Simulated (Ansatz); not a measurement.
**Ta4C3: work and stress of cleavage**

The calculation used DFT PBEsol, scalar-relativistic, plane waves, PAW (Ansatz). Settings: plane waves to 420 eV, k-mesh 9×9×5 (Γ-centred), Gaussian smearing 0.15 eV. Spin–orbit coupling is left out, which can shift energies with elements as heavy as these. No spin polarisation. Energies are free energies at this smearing, counted from the undisturbed cell; pressure is positive in compression.

Reference structure (relaxed at this level; it needn't be the usual structure):

```
CELL_PARAMETERS angstrom
0.00000 -4.40260 0.00000
0.00000 0.00000 -4.40260
8.80520 0.00000 0.00000
ATOMIC_POSITIONS crystal
Ta 0.50000 0.50000 0.87500
Ta 0.50000 0.50000 0.37500
Ta 0.00000 0.50000 0.12500
Ta 0.00000 0.50000 0.62500
Ta 0.50000 0.00000 0.12500
Ta 0.50000 0.00000 0.62500
Ta 0.00000 0.00000 0.37500
Ta 0.00000 0.00000 0.87500
C 0.00000 0.00000 0.12500
C 0.00000 0.00000 0.62500
C 0.50000 0.00000 0.87500
C 0.50000 0.00000 0.37500
C 0.00000 0.50000 0.87500
C 0.00000 0.50000 0.37500
```

The cut lies on the cell's a–b face, a (1 0 0) plane (indices in the standard cell, whose axes needn't be the Cartesian ones shown) of area 19.38 Å², between layers 2.20 Å apart. Vector c is lengthened by d along the normal with the atoms' Cartesian places fixed: one unrelaxed cut a cell. The traction is positive where the two halves pull on each other.

| d (Å) | energy (J/m²) | traction (GPa) |
| --- | --- | --- |
| -0.30 | 1.59 | -135.1 |
| -0.15 | 0.31 | -46.1 |
| 0.00 | 0.00 | 0.1 |
| 0.25 | 0.48 | 31.4 |
| 0.50 | 1.35 | 36.4 |
| 0.75 | 2.22 | 32.0 |
| 1.00 | 2.93 | 25.2 |
| 1.50 | 3.89 | 13.9 |
| 2.00 | 4.41 | 7.4 |
| 3.00 | 4.83 | 2.1 |
| 4.50 | 4.96 | 0.2 |
| 6.00 | 4.97 | 0.0 |

Question: What are the work of separation and the cleavage stress, and do they fit the universal binding curve?

Answer: The energy levels off near W ≈ 4.97 J/m² (the traction is down to 0.0 GPa), the energy of the two unrelaxed faces, 2.48 J/m² each on average. The largest sampled traction is 36.4 GPa at d = 0.50 Å, and a parabola through it and its two neighbours peaks at σ_max ≈ 36.4 GPa, d ≈ 0.51 Å. The curve E = W[1 − (1 + d/ℓ)exp(−d/ℓ)] peaks in traction at d = ℓ with σ_max = W/(eℓ); with 1 J/m² per Å = 10 GPa this W and σ_max give ℓ = 0.50 Å. A parabola through that curve at the same three d peaks at 0.54 Å, against 0.51 Å here, a fair fit. Real crystals break at far lower stress, because cracks concentrate it, and on the plane of lowest W, which needn't be this one.

The cut is rigid; relaxing the faces lowers these energies and usually the stresses.

In a metal these slopes depend on the k mesh and the smearing.

Cost: 12 runs of about 9.2 core-minutes in all, on Intel Xeon Platinum 8488C (Sapphire Rapids) (shared hosts).